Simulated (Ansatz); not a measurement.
# Si3N4: pressure against volume

Si3N4, Fd-3m, a = 7.789 Å. This isn't the usual stable structure of the compound. Ansatz: PBE, PAW, 420 eV, Γ-centred 6×6×6 mesh on 14 atoms, Gaussian smearing 0.02 eV; no spin polarisation. Shape and atoms are relaxed at each volume; pressure is positive in compression.

```tsv
V (Å³/atom)	P (GPa)
7.426	48.75
7.680	?
7.933	20.64
8.186	9.52
8.439	0.00
8.692	-8.14
8.945	-15.11
9.283	-22.82
```

Q: Take V0 = 8.439 Å³/atom, fit the third-order Birch–Murnaghan form to the other rows, and predict the missing pressure.

A: With the Eulerian strain f = ½[(V0/V)^(2/3) − 1] and y = P/[3f(1 + 2f)^(5/2)], the form is the line y = B0 + 1.5 B0 (B0′ − 4) f. Rows (f, y): 0.04450, 295.1; 0.02104, 295.0; 0.01025, 294.3; -0.00975, 292.3; -0.01904, 291.5; -0.03079, 289.6. Means f = 0.002702, y = 292.97; Σ(Δf)² = 0.003890, ΣΔfΔy = 0.2895; the slope is their ratio. y = 292.8 + 74.42 f GPa, so B0 = 292.8 GPa and B0′ = 4 + 2 × (74.42)/(3 × 292.8) = 4.17. At V = 7.680, f = 0.03242, y = 295.21 and P = 33.60 GPa. The run gave 33.61 GPa, so the fit is 0.01 GPa too low, within the rms miss on the fitted rows (0.08 GPa).